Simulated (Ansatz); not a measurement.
Ta4N3 (I4/mmm), an elastic constant from a strain scan

Level of theory: DFT r2SCAN, scalar-relativistic, plane waves, PAW (Ansatz). Settings: plane waves to 500 eV, k-mesh 12×12×12 (Γ-centred), Gaussian smearing 0.15 eV. Spin–orbit coupling is left out, which can shift energies with elements as heavy as these. No spin polarisation. Energies are free energies at this smearing, counted from the undisturbed cell; pressure is positive in compression.

The starting cell (relaxed at this level; it needn't be the usual structure):

```
Ta N
1.0
    -2.19009    2.19009    4.28994
     2.19009   -2.19009    4.28994
     2.19009    2.19009   -4.28994
Ta N
4 3
Direct
  0.00000 0.50000 0.50000
  0.26817 0.26817 0.00000
  0.50000 0.00000 0.50000
  0.73183 0.73183 0.00000
  0.75000 0.25000 0.50000
  0.00000 0.00000 0.00000
  0.25000 0.75000 0.50000
```

The cell is strained by ε times the Voigt pattern (0, 0, 0, 1, 0, 0) (xx, yy, zz, yz, xz, xy; engineering shear) with fractional coordinates fixed. The cell holds 7 atoms in V0 = 82.31 Å³. The stress column is τ = (1/V0) dE/dε, got from the stress tensor σ (compression positive) at each point as −det(1 + εP) σ : P(1 + εP)⁻¹, with P the pattern as a tensor.

```csv
ε,ΔE (meV/atom),τ (GPa)
-0.0600,?,?
-0.0300,4.346,-3.956
0.0000,0.000,0.000
0.0150,1.084,1.971
0.0450,9.791,5.933
```

**Question.** Which combination of elastic constants does this scan measure, and how large is it?

**Answer.** For small ε, τ = τ0 + Kε with K = pᵀCp, which for this pattern is C44 in the Cartesian frame shown. The parabola through τ at ε = -0.0300, 0 and 0.0150 has slope K = 132 GPa at zero. The energies per cell, E = NΔE, of the same two points give K = 2[E(ε₊)/ε₊ − E(ε₋)/ε₋]/[(ε₊ − ε₋)V0] = 131 GPa, in agreement. These are clamped-ion values.

**Question.** Predict the withheld row at ε = -0.0600 from the harmonic law, and compare.

**Answer.** ΔE = V0(τ0 ε + Kε²/2)/N = 17.378 meV/atom and τ = -7.89 GPa. The calculation gives 17.399 meV/atom and -7.89 GPa, a miss of 0.1 % of the harmonic energy, so the harmonic law still holds here.

Forces appear on the atoms along this scan, and letting them relax would lower the energy and soften the response. In a metal these slopes depend on the k mesh and the smearing.

Cost: 5 runs of about 26 core-minutes in all, on Intel Xeon Processor @ 2.50GHz (Skylake/Cascade Lake) (shared hosts).